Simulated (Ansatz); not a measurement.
Cu Kα1 powder pattern (kinematic, no thermal factors).
| 2θ (°) | relative intensity |
| --- | --- |
| 21.64 | 37 |
| 22.11 | 7 |
| 30.79 | 5 |
| 31.13 | 28 |
| 38.23 | 100 |
| 44.10 | 32 |
| 45.09 | 15 |
| 49.64 | 7 |
| 49.87 | 2 |
| 50.54 | 6 |
| 54.96 | 10 |
| 55.60 | 1 |
| 64.14 | 9 |
| 64.91 | 18 |
| 68.55 | 1 |
| 69.29 | 4 |
| 73.01 | 2 |
| 74.46 | 2 |
| 77.19 | 22 |
| 78.61 | 10 |
| 81.83 | 9 |
| 85.19 | 1 |
| 85.89 | 1 |
| 89.41 | 2 |

The pattern is computed from a structure relaxed with Ansatz 0.2.0, DFT PBE, scalar-relativistic, plane waves, PAW. No spin polarisation. Its elements are Ca, S.

Question: Give the structure.

Answer: CaS2.
Space group P4/mmm (No. 123). a = 4.103 Å, b = 4.103 Å, c = 4.018 Å, α = 90.00°, β = 90.00°, γ = 90.00°
```json
{"atom": "Ca", "site": "1b", "symmetry": "4/mmm", "x": "0.0000", "y": "0.0000", "z": "0.5000"}
{"atom": "S", "site": "2f", "symmetry": "mmm.", "x": "0.0000", "y": "0.5000", "z": "0.0000"}
```

A pattern alone doesn't exclude other cells with like lines; this is the one computed.

Another cell of CaS2 relaxed alike, in Cmmm, lies 175 meV/atom lower, so this cell isn't the stable form at this level.

The structure comes from a generated guess; another structure or a mixture of phases may lie lower.
